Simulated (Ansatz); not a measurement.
# NaLaMnMoO6: changing the functional

The cell as given:

```
Na La Mn Mo O
1.0
     0.00000    3.86259    3.86259
     3.86259    0.00000    3.86259
     3.86259    3.86259    0.00000
Na La Mn Mo O
1 1 1 1 6
Cartesian
  1.9313 1.9313 1.9313
  5.7939 5.7939 5.7939
  3.8626 3.8626 3.8626
  0.0000 0.0000 0.0000
  1.9574 3.8626 3.8626
  3.8626 3.8626 1.9574
  3.8626 1.9574 3.8626
  3.8626 5.7678 3.8626
  3.8626 3.8626 5.7678
  5.7678 3.8626 3.8626
```

The cell comes from a database or a generator and needn't be the stable form of this composition.

Kept alike: task relaxation of cell and atoms; k mesh 5 × 5 × 5; occupations fermi-dirac, width 0.05 eV; collinear spin, ferromagnetic start. Program: Ansatz, Ansatz PAW. Cutoffs run from 420 to 500 eV. The mesh is that of the run's cell of 10 atoms. No spin-orbit coupling.

| functional | volume (Å³/atom) | largest site moment (μB) |
| --- | --- | --- |
| BLYP | 11.928 | 1.78 |
| LDA | 10.781 | 1.33 |
| PBE | 11.541 | 1.79 |
| PBEsol | 11.110 | 1.58 |
| RPBE | 11.839 | 1.89 |
| r2SCAN | 11.364 | 2.12 |
| revPBE | 11.761 | 1.86 |

The relaxations keep at least the cell's symmetry (F-43m). For a metal such a mesh leaves the last digits unconverged. Relaxations stop with a little pressure left, so the last digits of a volume or edge aren't settled. Ansatz's relaxations hold a Pulay term in the stress (up to 0.9 GPa here). The runs hold the magnetic state that their start led to, which needn't be the lowest. Site moments count inside each atom's sphere or projector. All rows use potentials made for PBE.

Task: What does the functional change here?

Result: The volume runs from 10.781 (LDA) to 11.928 Å³/atom (BLYP). From PBE: BLYP +0.387; LDA -0.760; PBEsol -0.431; RPBE +0.298; r2SCAN -0.177; revPBE +0.220. The largest site moment runs from 1.33 (LDA) to 2.12 μB (r2SCAN). From PBE: BLYP -0.01; LDA -0.46; PBEsol -0.21; RPBE +0.10; r2SCAN +0.33; revPBE +0.07.
